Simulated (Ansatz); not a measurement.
MgO (rock salt)

```xyz
4
Lattice="0.0000 4.2537 4.2537 2.1269 0.0000 2.1269 2.1269 2.1269 0.0000" Properties=species:S:1:pos:R:3 pbc="T T T"
O      0.0000     0.0000     0.0000
O      2.1269     2.1269     4.2537
Mg     2.1269     2.1269     2.1269
Mg     2.1269     4.2537     4.2537
```

A phonon eigenvector at L = (0.5, 0.0, 0.0) is frozen into this cell: atom i moves by Q times the vector below, so Q is the largest atomic displacement, in Å. The cell is held. (q is in reciprocal vectors of the primitive cell; the cell shown is doubled to hold the pattern.)

```
atom       x       y       z
----  ------  ------  ------
Mg3    0.577  -0.577  -0.577
Mg4   -0.577   0.577   0.577
```

Atoms not listed stay in place.

Method: PBE (plane waves to 420 eV, PAW, scalar-relativistic; Ansatz, a program for electronic structure). k mesh 13×13×13 (Γ-centred), Fermi-Dirac smearing 0.05 eV. MgO was relaxed with its symmetry unable to fall. 

```json
[
 {"Q (Å)": "-0.180", "−dE/dQ from forces (eV/Å)": "8.893"},
 {"Q (Å)": "-0.150", "−dE/dQ from forces (eV/Å)": "7.424"},
 {"Q (Å)": "-0.120", "−dE/dQ from forces (eV/Å)": "5.948"},
 {"Q (Å)": "-0.090", "−dE/dQ from forces (eV/Å)": "4.466"},
 {"Q (Å)": "-0.060", "−dE/dQ from forces (eV/Å)": "2.979"},
 {"Q (Å)": "-0.030", "−dE/dQ from forces (eV/Å)": "1.490"},
 {"Q (Å)": "0.000", "−dE/dQ from forces (eV/Å)": "0.000"},
 {"Q (Å)": "0.030", "−dE/dQ from forces (eV/Å)": "-1.490"},
 {"Q (Å)": "0.060", "−dE/dQ from forces (eV/Å)": "-2.979"},
 {"Q (Å)": "0.090", "−dE/dQ from forces (eV/Å)": "-4.466"},
 {"Q (Å)": "0.120", "−dE/dQ from forces (eV/Å)": "-5.948"},
 {"Q (Å)": "0.150", "−dE/dQ from forces (eV/Å)": "-7.424"},
 {"Q (Å)": "0.180", "−dE/dQ from forces (eV/Å)": "-8.893"}
]
```

Task: What harmonic wavenumber does the curvature at Q = 0 give?

Result: 527 cm⁻¹. E″ = 49.68 eV/Å², M = Σ mᵢ|uᵢ|² = 48.6 u, ν̃ = 521.5·√(|E″|/M).

(For displaced atoms, the force is minus the slope of the energy, and its curvature is a force constant, which sets phonon frequencies.)
